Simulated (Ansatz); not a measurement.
HfO2 (tetragonal-ZrO2 type, space group P4_2/nmc)

Space group P4₂/nmc, origin choice 1 (No. 137); a = b = 3.6048 Å, c = 5.2650 Å, α = β = γ = 90.00°

```tsv
atom	site	symmetry	x	y	z
Hf	2a	-4m2	0.0000	0.0000	0.0000
O	4d	2mm.	0.0000	0.5000	0.1932
```

E(V) scan at fixed shape, V₀ the volume above. The atoms relax within the cell's symmetry.

Computed with PBE (plane waves to 420 eV, PAW, scalar-relativistic; Ansatz, an electronic-structure program). k mesh 9×9×6 (Γ-centred), Fermi-Dirac smearing 0.05 eV. The energy includes the smearing's −TS. With the shape held, the modulus is that of even scaling; a crystal free to change shape is softer. HfO2 is run without spin polarisation. HfO2 was relaxed with its symmetry unable to fall. Spin-orbit coupling is left out, though Hf is heavy. The PAW data are Ansatz's earlier set. This is a high-temperature form of HfO2. The zero of ΔE is the relaxed starting cell.

| V (Å³/atom) | ΔE (meV/atom) |
|---|---|
| 9.578 | 235.7 |
| 9.883 | 154.2 |
| 10.187 | 93.1 |
| 10.491 | 49.4 |
| 10.795 | 20.8 |
| 11.099 | 5.0 |
| 11.403 | 0.0 |
| 11.707 | 4.4 |
| 12.011 | 16.9 |
| 12.315 | 36.1 |
| 12.619 | 61.2 |
| 12.923 | 91.3 |
| 13.227 | 125.7 |

Task: What is the fitted pressure derivative B₀′?

Result: 4.8.

Task: What bulk modulus at fixed cell shape B₀ follows from a third-order Birch-Murnaghan fit?

Result: 184 GPa. Check by three points about V = 11.403 Å³/atom, step 0.304: d²E/dV² ≈ (5.0 − 2·0.0 + 4.4) meV / 0.304² = 0.102 eV/Å⁶, and V·d²E/dV² × 160.2 = 186 GPa.

(Under strain, the slope of the energy per volume gives the stress and its curvature an elastic modulus.)
